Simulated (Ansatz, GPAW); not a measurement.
The net moment per atom of Co3Ir, sorted by core time

```xyz
4
Lattice="3.5826 0.0000 0.0000 0.0000 3.5826 0.0000 0.0000 0.0000 3.5826" Properties=species:S:1:pos:R:3 pbc="T T T"
Ir    0.0000    0.0000    0.0000
Co    1.7913    1.7913    0.0000
Co    1.7913    0.0000    1.7913
Co    0.0000    1.7913    1.7913
```

The cell comes from a database or a generator and needn't be the stable form of this composition.

```tsv
rung	level	program and potentials	cutoff (eV)	k mesh	smearing	task	core time	chip	net moment per atom (μB)	notes
GGA	PBEsol	Ansatz, all-electron LAPW, scalar-relativistic	-	8 × 8 × 8	fermi-dirac 0.05	single point	2 min	Arm Neoverse V1	1.21	-
LDA	LDA	Ansatz, all-electron LAPW, scalar-relativistic	-	8 × 8 × 8	fermi-dirac 0.05	band structure	2.3 min	Arm Neoverse V1	0.83	-
GGA	PBEsol	GPAW, PAW data sets generated for this functional	600	8 × 8 × 8	fermi-dirac 0.05	single point	2.4 min	Intel Xeon Platinum 8488C Sapphire Rapids	(a)	-
GGA	PBEsol	GPAW, PAW data sets generated for this functional	600	6 × 6 × 6	fermi-dirac 0.05	band structure	3.3 min	Intel Xeon Platinum 8488C Sapphire Rapids	0.97	far from this level's other runs, on another mesh
LDA	LDA	GPAW, the program's PAW data sets (release 1.2.1) made for this functional	600	6 × 6 × 6	fermi-dirac 0.05	band structure	3.4 min	Intel Xeon Platinum 8488C Sapphire Rapids	(b)	-
GGA + U (1 eV)	PBEsol+U (Co d U = 1 eV)	GPAW, PAW data sets generated for this functional	600	8 × 8 × 8	fermi-dirac 0.05	band structure	4.9 min	Arm Neoverse V1	1.48	-
GGA + U (2 eV)	PBEsol+U (Co d U = 2 eV)	GPAW, PAW data sets generated for this functional	600	8 × 8 × 8	fermi-dirac 0.05	band structure	4.9 min	Arm Neoverse V1	1.70	-
GGA + U (3 eV)	PBEsol+U (Co d U = 3 eV)	GPAW, PAW data sets generated for this functional	600	8 × 8 × 8	fermi-dirac 0.05	band structure	5.1 min	Arm Neoverse V1	1.73	-
GGA + U (4 eV)	PBEsol+U (Co d U = 4 eV)	GPAW, PAW data sets generated for this functional	600	8 × 8 × 8	fermi-dirac 0.05	band structure	5.4 min	Arm Neoverse V1	1.73	-
GGA + U (8 eV)	PBEsol+U (Co d U = 8 eV)	GPAW, PAW data sets generated for this functional	600	8 × 8 × 8	fermi-dirac 0.05	band structure	6.8 min	Arm Neoverse V1	1.87	-
GGA + U (6 eV)	PBEsol+U (Co d U = 6 eV)	GPAW, PAW data sets generated for this functional	600	8 × 8 × 8	fermi-dirac 0.05	band structure	7.3 min	Arm Neoverse V1	1.77	-
```

Times are single runs on shared hosts and different chips, so they are rough; meshes, cutoffs and the tasks' sizes weigh on the time. All rows: collinear spin, ferromagnetic start. Smearing widths are in eV. For a metal such meshes aren't converged. Meshes differ between rows, which moves values too. Meshes are those of the run's cell of 4 atoms unless a note names another. A magnetic state is the one that its parallel start led to; the crystal's real order can differ. Runs on faulty files, with rough fits or with known faults for this quantity aren't shown. PBE isn't shown for this crystal. No row holds spin-orbit coupling.

Estimate the values left out from the other rows.

(a) 1.19 μB; (b) 0.87 μB.
